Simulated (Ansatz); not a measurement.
NbAl3:
```cif
data_Al6Nb2
_chemical_formula_sum 'Al6 Nb2'
_space_group_name_H-M_alt 'I4/mmm'
_space_group_IT_number 139
_space_group_name_Hall '-I 4 2'
_cell_length_a 3.79292
_cell_length_b 3.79292
_cell_length_c 8.50946
_cell_angle_alpha 90.000
_cell_angle_beta 90.000
_cell_angle_gamma 90.000
loop_
_atom_site_label
_atom_site_type_symbol
_atom_site_symmetry_multiplicity
_atom_site_Wyckoff_symbol
_atom_site_fract_x
_atom_site_fract_y
_atom_site_fract_z
_atom_site_occupancy
Al1 Al 2 b 0.00000 0.00000 0.50000 1
Al2 Al 4 d 0.00000 0.50000 0.25000 1
Nb1 Nb 2 a 0.00000 0.00000 0.00000 1
```
(The calculation used a cell of 4 atoms; values per cell refer to that cell.)

Relaxed with LDA.

Which orbitals make up the states near the Fermi level in LDA in the plane-wave PAW code Ansatz?

Within 0.5 eV of the Fermi level: Nb 4d 76 %, Al 3p 20 %. Projections are on Löwdin-orthogonalised atomic valence shells; empty p or d shells of many metals are not among them.

Tabulate the density of states.

States/eV per cell of 4 atoms, in 0.25 eV bins, energy from the Fermi level.

```
E (eV)  total  Al 3p  Nb 4d  Al 3s
------  -----  -----  -----  -----
-7.85    0.77   0.38   0.06   0.27
-7.60    0.89   0.44   0.07   0.30
-7.35    0.86   0.42   0.09   0.29
-7.10    1.02   0.50   0.13   0.32
-6.85    1.20   0.58   0.18   0.37
-6.60    1.21   0.57   0.22   0.36
-6.35    0.93   0.45   0.17   0.27
-6.10    0.88   0.42   0.18   0.25
-5.85    0.92   0.44   0.19   0.24
-5.60    0.94   0.45   0.20   0.24
-5.35    0.99   0.45   0.23   0.25
-5.10    1.38   0.61   0.28   0.41
-4.85    1.52   0.65   0.35   0.43
-4.60    1.35   0.58   0.36   0.34
-4.35    1.32   0.58   0.39   0.27
-4.10    1.23   0.58   0.36   0.22
-3.85    1.18   0.58   0.34   0.19
-3.60    1.39   0.69   0.42   0.19
-3.35    1.94   0.91   0.67   0.26
-3.10    1.66   0.71   0.57   0.31
-2.85    1.96   0.91   0.71   0.26
-2.60    2.01   1.02   0.72   0.20
-2.35    2.62   1.33   1.01   0.19
-2.10    4.41   2.08   1.97   0.24
-1.85    3.04   1.31   1.50   0.16
-1.60    2.88   1.25   1.41   0.14
-1.35    3.34   1.31   1.81   0.13
-1.10    2.55   1.02   1.37   0.09
-0.85    1.67   0.47   1.09   0.06
-0.60    1.31   0.32   0.93   0.03
-0.35    1.14   0.22   0.89   0.01
-0.10    0.89   0.11   0.75   0.01
0.15     0.23   0.07   0.15   0.00
0.40     0.36   0.12   0.22   0.00
0.65     1.08   0.37   0.57   0.07
0.90     1.96   0.66   1.00   0.17
1.15     2.30   0.73   1.18   0.22
1.40     3.30   0.95   1.81   0.29
1.65     4.12   1.00   2.53   0.22
1.90     2.67   1.02   1.17   0.20
2.15     1.81   0.70   0.54   0.27
2.40     1.50   0.52   0.39   0.32
2.65     1.75   0.59   0.44   0.42
2.90     1.78   0.61   0.47   0.46
3.15     1.66   0.45   0.46   0.53
3.40     2.47   0.59   0.70   0.80
3.65     2.33   0.65   0.59   0.69
3.90     2.58   0.78   0.69   0.69
4.15     2.78   0.93   0.72   0.70
4.40     2.79   1.04   0.64   0.66
4.65     3.12   1.31   0.69   0.58
4.90     2.38   1.11   0.42   0.37
```

The workflow started from a Materials Project entry (that database holds measured and hypothetical structures alike); the Crystallography Open Database copy checked does not list it. With Al and Nb taken as one species the cell has the higher symmetry I4/mmm, so it may be an ordered model of a mixed-site phase. Whether it is the stable phase at ambient conditions was not checked. The cell was relaxed with LDA under the symmetry of its start; of distortions, only those at the zone centre were tested. No spin polarisation was allowed. Spin–orbit coupling is left out wherever it is not named.

Potentials: the later of the program's two PAW sets.
